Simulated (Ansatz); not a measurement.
The start is a generated trial cell of TiB2 in the MoSi2 structure type. Cell shape, volume and atoms are optimised at zero target pressure with PBE (plane waves to 420 eV, PAW, scalar-relativistic; Ansatz, an electronic-structure program). The first steps use a coarse 11×11×11 k-mesh.

Initial structure:
```yaml
crystal:
  lattice:
    - [-1.41950, 1.41950, 3.47429]
    - [1.41950, -1.41950, 3.47429]
    - [1.41950, 1.41950, -3.47429]
  atoms:
    - { symbol: Ti, position: [0.00000, 0.00000, 0.00000] }
    - { symbol: B, position: [0.33530, 0.33530, 0.00000] }
    - { symbol: B, position: [0.66470, 0.66470, 0.00000] }
```

Question: What is the largest force in the starting geometry, and on which atom (counted from 1)?

Answer: About 1.0 eV/Å, on B2, B3 (atoms numbered as listed).

Question: How much energy is released per atom?

Answer: 0.74 eV/atom.

Question: How do the shortest distances between atoms change?

Answer: The closest pairs of elements (up to four, under 3.6 Å), start → end: B–B 2.29 → 1.57 Å; B–Ti 2.31 → 2.21 Å; Ti–Ti 2.84 → 3.20 Å.

Question: What band gap does the relaxed structure have at this level?

Answer: No gap (metallic).

The space group stays I4/mmm (No. 139) (the run could not lower it), with 3 atoms in the primitive cell. Final values are on a 20×20×20 k-mesh of the relaxed cell. No spin polarisation in the result.

The run could not lose the symmetry of its start: the end is stationary, and may be a saddle point rather than a minimum.

The relaxed structure here is a generated cell of TiB2: the first start was made by placing the elements on the sites of a structure type, and the end was not matched to a known phase here, so it may be hypothetical. Known forms of TiB2 include space group No. 191.
